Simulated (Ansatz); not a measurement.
# CoAu: which magnetic state is lowest?

All numbers below come from DFT PBE, scalar-relativistic, plane waves, PAW in Ansatz.

```
Co Au
1.0
     1.89041    1.89041    3.85937
     1.89041    3.85937    1.89041
     3.85937    1.89041    1.89041
Co Au
1 1
Cartesian
  0.0000 0.0000 0.0000
  3.8201 3.8201 3.8201
```

* plane-wave cutoff: 420 eV
* Γ-centred k-mesh: 18×18×18
* occupation rule: Gaussian smearing, 0.1 eV
* list of starting moments (μB, in atom order): 2 0
* check for lower electronic states after the SCF: off

Each order was relaxed in cell and atoms. Site moments are spin moments in atom-centred spheres that scale with the neighbour distance. The states are those that the runs reached from these starts; a lower one can exist. No antiferromagnetic start is among these.

Q: Order the starts by the energy of the state that they reach, lowest first.
A. ferromagnetic
B. no spin

A: A (0.00 meV/atom), B (181 meV/atom).

```tsv
start	ends	energy above lowest (meV/atom)	site moments (μB)	gap on mesh (eV)	volume (Å³/atom)
no spin	non-magnetic	181	none over 0.05	metal	14.41
ferromagnetic	ferromagnetic	0.00	Co +1.87	metal	14.81
```

Cost: 2 runs of about 9.2 core-minutes in all, on Intel Xeon Processor @ 2.50GHz (Skylake/Cascade Lake) (shared hosts).